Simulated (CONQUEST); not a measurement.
CONQUEST run on SiNi (Pnma, 8 atoms in the cell; from Materials Project mp-351, lattice scaled a little): self-consistent single point.

Computed with LDA (PW92), numerical atomic orbitals double-zeta with polarisation (the shipped basis), PseudoDojo norm-conserving potentials made for LDA run with CONQUEST.

```
SiNi
1.0
    5.05928     0.00000     0.00000
    0.00000     3.26816     0.00000
    0.00000     0.00000     5.48066
Si Ni
4 4
Cartesian
  4.15412   2.45112   3.19150
  0.90515   0.81704   2.28916
  3.43479   0.81704   0.45117
  1.62448   2.45112   5.02950
  2.56986   0.81704   3.77355
  2.48942   2.45112   1.70712
  5.01905   2.45112   1.03321
  0.04022   0.81704   4.44745
```

Reference input (self-consistent single point, DFT, LDA (PW92), numerical atomic orbitals double-zeta with polarisation (the shipped basis), PseudoDojo norm-conserving potentials made for LDA): basis = DZP; Diag.MPMeshX, Y, Z = 3 4 3; potentials = PseudoDojo norm-conserving LDA; Grid.GridCutoff = 140 Ha; DM.SolutionMethod = diagon; Diag.kT = 0.001837 Ha; Diag.GammaCentred = true; minE.SCTolerance = 1.0e-06; SC.MaxIters = 100; SC.LinearMixingFactor = 0.5; SC.KerkerPreCondition = true; SC.KerkerFactor = 0.1 1/bohr. This run's input differs from it in these lines:

```diff
@@ -16,3 +16,3 @@
 
-Grid.GridCutoff                140
+Grid.GridCutoff                200
 DM.SolutionMethod              diagon
```

The program printed (abridged):

```
    PulayMixSC: Starting Pulay mixing, A_up =  0.500 A_dn =  0.500
    PulayMixSC: Spin non-polarised calculation.
    PulayMixSC: with Kerker preconditioning, q0 =  0.100
          Harris-Foulkes Energy            :      -687.862379401310136 Ha
          Free Energy (E-TS)               :      -687.863061492229235 Ha
    PulayMixSC: Pulay iteration     1 residual:              0.27092E-02
          Harris-Foulkes Energy            :      -687.879007448416587 Ha
          Free Energy (E-TS)               :      -687.879749798533226 Ha
    PulayMixSC: Pulay iteration     2 residual:              0.38035E-02
   [... lines left out ...]
          Free Energy (E-TS)               :      -687.814675460418357 Ha
    PulayMixSC: Pulay iteration     6 residual:              0.54585E-05
          Harris-Foulkes Energy            :      -687.813856061306069 Ha
          Free Energy (E-TS)               :      -687.814676232862439 Ha
    PulayMixSC: Pulay iteration     7 residual:              0.11800E-05
          Harris-Foulkes Energy            :      -687.813856057757903 Ha
          Free Energy (E-TS)               :      -687.814676270033829 Ha
    PulayMixSC: Pulay iteration     8 residual:              0.16636E-06
    PulayMixSC: Reached SCF tolerance of  0.16636E-06 after      8 iterations
      | Number of electrons      =        88.000076
      | GS Energy as E-(1/2)TS   =      -687.814266163895923 Ha
      | Free Energy as E-TS      =      -687.814676270033829 Ha
      |* Harris-Foulkes energy   =      -687.813856057757903 Ha
      |* DFT total energy        =      -687.813856057492671 Ha

    force: Forces on atoms (Ha/A )
    force:  Atom   X              Y              Z
    force:     1  -0.0015744035   0.0000000000   0.0067475053
    force:     2   0.0015744035  -0.0000000000  -0.0067475053
    force:     3   0.0015744036  -0.0000000000   0.0067475053
    force:     4  -0.0015744036  -0.0000000000  -0.0067475053
    force:     5   0.0040464685   0.0000000000  -0.0074664855
    force:     6  -0.0040464686   0.0000000000   0.0074664859
   [... lines left out ...]
    force:     8   0.0040464685  -0.0000000000   0.0074664856

    force: Maximum force :        0.00746649(Ha/A ) on atom         7 in z direction
    force: Force Residual:        0.00775016 Ha/A
    force: Total stress:         -8.87025946    -7.51294834    -8.93249931 GPa
    force: Average pressure:      8.43856904 GPa

    get_E_and_F: Change in energy during last step of electronic optimisation:  0.35482E-08
```

The run converged in 8 iterations. CONQUEST prints the stress tensor with tension positive. Against the reference run the free energy is nearly the same (within 1 meV/atom), the pressure goes from 8.97 to 8.44 GPa and the largest force moves little (0.236 to 0.231 eV/Å).

The program uses no crystal symmetry, so grid and mesh can part values that symmetry would make equal. The atom-centred basis is finite, which shifts total energies, pressures and forces against plane waves. The run has no spin polarisation, so moments on Ni cannot form. This run is one point of a test of settings, so its values need not be converged; read them against the reference run alone. The structure comes from a collection of computed structures, made at another level of theory; the collection holds predicted forms beside known ones. Its lattice was then scaled. No clean gap shows at this smearing width and mesh (spacing up to 0.48 Å⁻¹); the mesh is coarse for partly filled bands, so the values carry mesh errors.

Cost on one core: around 90 core-seconds (rough).
